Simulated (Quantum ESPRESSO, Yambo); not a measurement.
# Quasiparticle gap of AgI at +1 % isotropic strain

```
AgI
1.0
    4.60220     0.00000     0.00000
   -2.30110     3.98562     0.00000
    0.00000     0.00000     7.51879
Ag I
2 2
Direct
  0.33333   0.66667   0.00245
  0.66667   0.33333   0.50245
  0.33333   0.66667   0.37745
  0.66667   0.33333   0.87745
```

The PBEsol cell relaxed from Materials Project entry mp-22894 was given an isotropic strain of +1 % on all lattice vectors, and the atoms were relaxed again.

Starting point: PBEsol (Quantum ESPRESSO, PseudoDojo norm-conserving, 82 Ry, no spin-orbit coupling). G0W0 in Yambo: 3×3×2 Γ-centred k mesh, bands 9 to 204 and a 7 Ry block in the screening, 204 bands in G with the Bruneval-Gonze terminator, plasmon pole fitted at 27.2 eV.

| Item | Result |
|---|---|
| PBEsol gap along the band path | 1.23 eV |
| PBEsol gap between the mesh's edge points (Γ → Γ) | 1.23 eV |
| G0W0 gap between the same points | 2.39 eV |

| k point | band | E PBEsol (eV) | E QP (eV) | shift (eV) | Z |
|---|---|---|---|---|---|
| Γ | VB | 0.00 | -0.77 | -0.77 | 0.79 |
| Γ | CB | 1.23 | 1.62 | 0.39 | 0.82 |
| A | VB | -0.37 | -1.17 | -0.80 | 0.79 |
| A | CB | 2.55 | 2.97 | 0.42 | 0.82 |
| H | VB | -1.13 | -1.98 | -0.85 | 0.79 |
| H | CB | 3.85 | 4.34 | 0.50 | 0.81 |

Energies count from the PBEsol valence-band maximum.

Convergence of the G0W0 settings was not tested. The k mesh is coarse.

Without spin-orbit coupling, band edges of such heavy elements can be off by tenths of an eV.
